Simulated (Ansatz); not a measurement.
Given:

FeSi₂:
```yaml
crystal:
  lattice:
    - [2.67656, 0.00000, 0.00000]
    - [0.00000, 2.67656, 0.00000]
    - [0.00000, 0.00000, 5.10617]
  atoms:
    - { symbol: Fe, position: [0.00000, 0.00000, 0.00000] }
    - { symbol: Si, position: [0.50000, 0.50000, 0.72817] }
    - { symbol: Si, position: [0.50000, 0.50000, 0.27183] }
```

This is the PBEsol-relaxed structure. Tensor components refer to the Cartesian frame of this cell.

Task: All from the program Ansatz at the PBEsol level (PAW), unless another level is named. Estimate the highest zone-centre frequency.

Result: 557 cm⁻¹.

Task: Give the Hill bulk and shear moduli.

Result: 197 and 132 GPa.

Task: Give the elastic constants (relaxed ions, GPa).

Result: C11 = 362, C12 = 84.2, C13 = 103, C33 = 485, C44 = 116, C66 = 128.

Space group P4/mmm. The workflow started from a Materials Project entry (that database holds measured and hypothetical structures alike); the Crystallography Open Database files this formula in space group No. 123, but the cells were not matched. Whether it is the stable phase at ambient conditions was not checked. The cell was relaxed with PBEsol under the symmetry of its start; of distortions, only those at the zone centre were tested. No spin polarisation was allowed. As this level gives no gap, shear constants depend on the k-mesh and smearing (Fermi–Dirac, 0.1 eV here). As this level gives no gap, phonon frequencies hold no LO–TO term and depend on the k-mesh and smearing (Fermi–Dirac, 0.1 eV here).

Potentials: the later of the program's two PAW sets.
